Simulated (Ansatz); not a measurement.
Input for Ansatz (plane-wave DFT, PAW):

```yaml
crystal:
  lattice:
    - [0.0, 2.9973156932, 2.9973156932]
    - [2.9973156932, 0.0, 2.9973156932]
    - [2.9973156932, 2.9973156932, 0.0]
  atoms:
    - { symbol: Pb, position: [0.0, 0.0, 0.0] }
    - { symbol: S, position: [0.5, 0.5, 0.5] }
basis:
  ecutwfc: 420
kpoints:
  mp_grid: { grid: [10, 10, 10] }
hamiltonian:
  xc: pbe
  dispersion: d3bj
scf:
  occupations: { method: gaussian, width: 0.02 }
output:
  forces: true
  stress: true
  eigenvalues: true
```

Command:
```bash
ansatz run input.yaml --threads 1 --pin off --max-ram 2560MiB --backend cpu --events-out ev --progress --plain --runs-dir out
```

Computed with Ansatz, DFT PBE+D3(BJ), scalar-relativistic, plane waves, PAW.

Abridged output (iterations and final results):

```
SCF iter   1: F=—  HF=-12810.244538 eV  |F-HF|=—  |Δ(HF+E_count)|=         —  Δρ=1.03e-3  dr2=9.42e-4  ethr=1.77e-3  ⟨swp⟩=6.4  Hψ=3983  notcnv=0
SCF iter   2: F=—  HF=-12810.243363 eV  |F-HF|=—  |Δ(HF+E_count)|=   1.18e-3  Δρ=4.96e-4  dr2=1.52e-4  ethr=4.71e-6  ⟨swp⟩=2.1  Hψ=1590  notcnv=0
SCF iter   3: F=—  HF=-12810.243361 eV  |F-HF|=—  |Δ(HF+E_count)|=   1.13e-6  Δρ=1.65e-4  dr2=1.61e-5  ethr=7.61e-7  ⟨swp⟩=2.0  Hψ=1041  notcnv=0
SCF iter   4: F=—  HF=-12810.243363 eV  |F-HF|=—  |Δ(HF+E_count)|=   2.01e-6  Δρ=4.83e-5  dr2=1.20e-6  ethr=8.06e-8  ⟨swp⟩=2.2  Hψ=818  notcnv=0
SCF iter   5: F=-12810.243364 eV  HF=-12810.243364 eV  |F-HF|=5.93e-9  |Δ(HF+E_count)|=   1.29e-7  Δρ=4.25e-6  dr2=4.98e-9  ethr=5.99e-9  ⟨swp⟩=2.0  Hψ=1120  notcnv=0
SCF iter   6: F=-12810.243364 eV  HF=-12810.243364 eV  |F-HF|=1.96e-10  |Δ(HF+E_count)|=   9.01e-9  Δρ=6.96e-7  dr2=2.62e-10  ethr=2.49e-11  ⟨swp⟩=2.1  Hψ=2220  notcnv=0
SCF 1 converged in 6 iterations: F = -12810.243364 eV  dr2 = 2.62e-10
SCF converged after 6 iterations
Free energy (F): -12810.243364 eV
Harris-Foulkes:  -12810.243364 eV  (|F-HF|=1.96e-10)
Internal energy: -12810.243364 eV  (E = F + TS)
E sigma→0 (E₀):  -12810.243364 eV
Fermi energy:    8.164635 eV
--- Per-component energies (eV) ---
  E_band       = -63.049443
  E_kinetic    = 392.776498
  E_local      = -1244.768574  (includes V_loc(G=0)·N_el)
  E_nonlocal   = 378.466064
  E_hartree    = 482.884141
  E_xc         = -318.216827
  E_vxc        = -220.056942  (∫ρ·V_xc dr)
  E_paw        = -11003.293283  (= ΣΔE_a)
  E_vpaw       = -335.235376  (= ΣTr[D̂ρ^β])
  E_aug_tail   = 0.000051  (compensation charges beyond the density's cutoff)
  E_ewald      = -1497.418761
  E_disp       = -0.672672  (pairwise vdW)
  E_smearing   =  0.000000  (= −TS)
--- Forces (eV/Å), atoms counted from 1 ---
  atom   1  Pb     0.00000000     0.00000000     0.00000000
  atom   2  S      0.00000000     0.00000000     0.00000000
--- Stress (GPa, compression-positive) ---
       -1.631147       0.000000       0.000000
        0.000000      -1.631147       0.000000
        0.000000       0.000000      -1.631147
  P = ⅓ Tr σ = -1.6311 GPa (-16.311 kbar)
--- Band table (eV; the first three rows and the last of 47) ---
  k-point 0: bands = ["-8.8254", "-8.8254", "-8.8254", "-8.8087", "-8.8087", "-5.3586", "1.8734", "5.9387", "5.9387", "5.9387", "13.0772", "13.0772", "13.0772", "14.7380"]
  k-point 1: bands = ["-8.8249", "-8.8232", "-8.8232", "-8.8095", "-8.8095", "-5.2773", "1.6056", "5.9638", "5.9638", "6.1380", "12.2409", "12.5673", "12.5673", "14.7014"]
  k-point 2: bands = ["-8.8238", "-8.8236", "-8.8236", "-8.8057", "-8.8057", "-5.0446", "0.9603", "6.0374", "6.0374", "6.5889", "10.9274", "11.6386", "11.6386", "14.7075"]
  k-point 46: bands = ["-8.9055", "-8.8222", "-8.8043", "-8.7987", "-8.7716", "-3.7802", "0.1882", "3.5257", "4.0355", "6.6829", "10.5503", "12.3871", "12.8437", "15.2382"]
```

The calculation finished and met its thresholds.

Time: 1.7 s on 1 thread of Arm Neoverse V2, on a shared host, peak memory 0.33 GiB.

Spin–orbit coupling is left out, which can shift energies with elements as heavy as these.